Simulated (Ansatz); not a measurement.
Relaxed-ion elastic tensor of BP (zinc blende, F-43m) in GPa (Voigt order), PBE (plane waves, PAW; program Ansatz); density 2.95 g/cm³, 11.76 Å³ per atom.

```
 339  73.3  73.3   0.0   0.0   0.0
73.3   339  73.3   0.0   0.0   0.0
73.3  73.3   339   0.0   0.0   0.0
 0.0   0.0   0.0   185   0.0   0.0
 0.0   0.0   0.0   0.0   185   0.0
 0.0   0.0   0.0   0.0   0.0   185
```

Problem. Is the crystal mechanically stable?

Solution. Yes: the smallest eigenvalue of C is 185 GPa.

Problem. Work out the Voigt, Reuss and Hill averages.

Solution. K_V = 162, K_R = 162, K_H = 162; G_V = 164, G_R = 160, G_H = 162 GPa.

Problem. Give Young's modulus, Poisson's ratio, Pugh's ratio and the universal anisotropy index.

Solution. E = 9KG/(3K + G) = 364 GPa; ν = 0.13; K/G = 1.00 (brittle by the Pugh limit of 1.75); A_U = 5G_V/G_R + K_V/K_R − 6 = 0.13.

Problem. Estimate the sound speeds and the Debye temperature.

Solution. v_l = √((K + 4G/3)/ρ) = 11300 m/s, v_t = √(G/ρ) = 7410 m/s, mean 8120 m/s; Θ = (h/k)(3n/4πV)^(1/3) v_m = 1060 K.

Problem. Give the Zener ratio and Young's modulus along [100], [110] and [111].

Solution. A = 2C44/(C11 − C12) = 1.39; 1/E = S11 − 2(S11 − S12 − S44/2)Γ with Γ = 0, 1/4, 1/3 gives 313, 375, 401 GPa.

The cell was relaxed with PBE under the symmetry of its start; phonons on a q-mesh show no instability. The volume moved by 18 % from the start of the relaxation.

Potentials: the later of the program's two PAW sets.
